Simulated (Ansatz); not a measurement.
SbI$_{3}$:
```
SbI3
1.0
    3.64134     2.10233     6.62706
   -3.64134     2.10233     6.62706
    0.00000    -4.20466     6.62706
Sb I
2 6
Cartesian
  0.00000   0.00000   3.31736
  0.00000   0.00000  16.56384
  1.23231  -2.09669   8.18229
 -1.23231   2.09669  11.69890
 -2.43194  -0.01887   8.18229
  2.43194   0.01887  11.69890
  1.19963   2.11556   8.18229
 -1.19963  -2.11556  11.69890
```

Relaxed with LDA. Special points in fractions of this cell's reciprocal vectors: Γ (0.000, 0.000, 0.000); T (0.500, 0.500, 0.500); H2 (0.766, 0.234, 0.500); H0 (0.500, -0.234, 0.234); L (0.500, 0.000, 0.000); S0 (0.367, -0.367, 0.000); S2 (0.633, 0.000, 0.367); F (0.500, 0.000, 0.500).

Q: List the band energies nearest the valence-band maximum at these points for DFT-LDA with spin–orbit coupling in the program Ansatz with PAW potentials.

A: In eV from the valence-band maximum; about four levels below and three above (degenerate sets whole), none deeper than 8.9 eV; points with the same levels are listed once.

| k | below | above |
|---|---|---|
| Γ | -0.56 -0.56 -0.25 -0.25 | 1.55 1.55 2.14 2.14 |
| T | -0.49 -0.49 -0.03 -0.03 | 1.66 1.66 2.07 2.07 |
| H2 | -0.51 -0.51 -0.32 -0.32 | 1.99 1.99 2.15 2.15 |
| L | -0.54 -0.54 -0.25 -0.25 | 1.92 1.92 2.21 2.21 |
| S0 | -0.59 -0.59 -0.24 -0.24 | 1.89 1.89 2.08 2.08 |
| F | -0.24 -0.24 -0.23 -0.23 | 1.79 1.79 1.94 1.94 |

Space group R-3. The workflow started from a Materials Project entry (that database holds measured and hypothetical structures alike); the Crystallography Open Database files this formula in space group No. 148, but the cells were not matched. Its standing as an ambient phase is unchecked. The cell was relaxed with LDA under the symmetry of its start; whether a distortion lowers the energy is not shown. A crystal of weakly bound layers computed without a dispersion correction: the cell and the soft elastic constants depend strongly on that.

Potentials: the later of the program's two PAW sets.
